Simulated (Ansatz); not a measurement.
RuW:
```yaml
crystal:
  lattice:
    - [1.37491, -4.97981, 0.00000]
    - [1.37491, 4.97981, 0.00000]
    - [0.00000, 0.00000, 4.28998]
  atoms:
    - { symbol: W, position: [0.67193, 0.32807, 0.25000] }
    - { symbol: Ru, position: [0.93156, 0.06844, 0.25000] }
    - { symbol: W, position: [0.32807, 0.67193, 0.75000] }
    - { symbol: Ru, position: [0.06844, 0.93156, 0.75000] }
```

Relaxed with PBEsol. Special points in fractions of this cell's reciprocal vectors: Γ (0.000, 0.000, 0.000); Y (-0.500, 0.500, 0.000); C0 (-0.269, 0.731, 0.000); Σ0 (0.269, 0.269, 0.000); Z (0.000, 0.000, 0.500); A0 (0.269, 0.269, 0.500); E0 (-0.269, 0.731, 0.500); T (-0.500, 0.500, 0.500); S (0.000, 0.500, 0.000); R (0.000, 0.500, 0.500).

Task: List the band energies nearest the Fermi level at these points for PBEsol (plane waves, PAW; program Ansatz).

Result: In eV from the Fermi level; about four levels below and three above (degenerate sets whole), none deeper than 8.9 eV; points with the same levels are listed once.

```csv
k,below,above
Γ,-0.68 -0.51 -0.47 -0.29,1.51 1.87 2.47
Y,-1.14 -1.03 -0.92 -0.07,0.34 1.90 2.54
C0,-1.59 -1.27 -0.93 -0.04,1.23 1.66 2.68
Z,-1.42 -1.42 -0.25 -0.25,0.98 0.98 1.76 1.76
A0,-0.98 -0.98 -0.02 -0.02,0.68 0.68 2.89 2.89
T,-0.80 -0.80 -0.17 -0.17,2.35 2.35 2.75 2.75
S,-1.67 -1.53 -0.37 -0.13,1.20 1.99 2.11
R,-0.40 -0.40 -0.02 -0.02,0.55 0.55 2.26 2.26
```

Space group Cmcm. The start of the workflow was typed in or built on a structure type; neither database checked (COD, Materials Project) lists it. Whether it is the stable phase at ambient conditions was not checked. The PBEsol relaxation kept the symmetry of its start; its stability against distortions is not shown here. The run is not spin-polarised. Its formation energy is positive at this level, so the cell may be metastable or incomplete. Scalar-relativistic: spin–orbit coupling is off unless named, which matters more the heavier the elements.

Potentials: the earlier of the program's two PAW sets. The files were generated under PBE; for other functionals the program regenerates the frozen cores, and for LDA and PBEsol the local potential too.
